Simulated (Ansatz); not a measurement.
CaIn2As2: reading a single point

```xyz
10
Lattice="4.1122 0.0000 0.0000 -2.0561 3.5613 0.0000 0.0000 0.0000 17.5722" Properties=species:S:1:pos:R:3 pbc="T T T"
In    0.0000    2.3742    3.0221
In    2.0561    1.1871   11.8081
In    0.0000    2.3742    5.7640
In    2.0561    1.1871   14.5501
As    0.0000    2.3742   10.6069
As    2.0561    1.1871    1.8208
As    0.0000    2.3742   15.7513
As    2.0561    1.1871    6.9653
Ca    0.0000    0.0000    0.0000
Ca    0.0000    0.0000    8.7861
```

Single point in Ansatz 0.2.0 with PBE, no spin polarisation. Cutoff 420 eV, PAW datasets, 9×9×2 Γ-centred k mesh, fermi-dirac filling (width 0.1 eV).

Q: What is the formation energy?

A: -0.58 eV an atom against the elements' usual phases (free molecules for gases, crystals otherwise, with no correction for O₂ or N₂), so it is bound against them; other compounds may still compete. Relaxing would lower it.

Q: What is the band gap?

A: The gap is 0.05 eV, direct at the points sampled. A semilocal functional usually gives too small a gap.

Q: Where is the largest force?

A: The largest is on As5 (and as large on other atoms): 0.31 eV/Å, components (0.00, 0.00, -0.31). It makes 117° with the line to a nearest neighbour, In2 at 2.66 Å.

Q: Which orbitals make up the band edges?

A: Within 0.7 eV of the edges, the states project mainly on As p (68 %) and In p (18 %) below the gap and on In s (30 %), In p (19 %) and As p (15 %) above it.

Q: What do density and ELF say about some of the short contacts?

A: In–As at 2.66 Å: least valence density 0.37 e/Å³ and ELF 0.40 there. In–In at 2.74 Å: least valence density 0.36 e/Å³ and ELF 0.53 there. As–Ca at 2.99 Å: least valence density 0.15 e/Å³ and ELF 0.12 there, a closed-shell (ionic or weak) contact. These are pseudo-fields; inside the PAW spheres they differ from the all-electron ones.

Origin: a database entry at a rescaled volume. Caveats: the gap is not wide against the smearing.
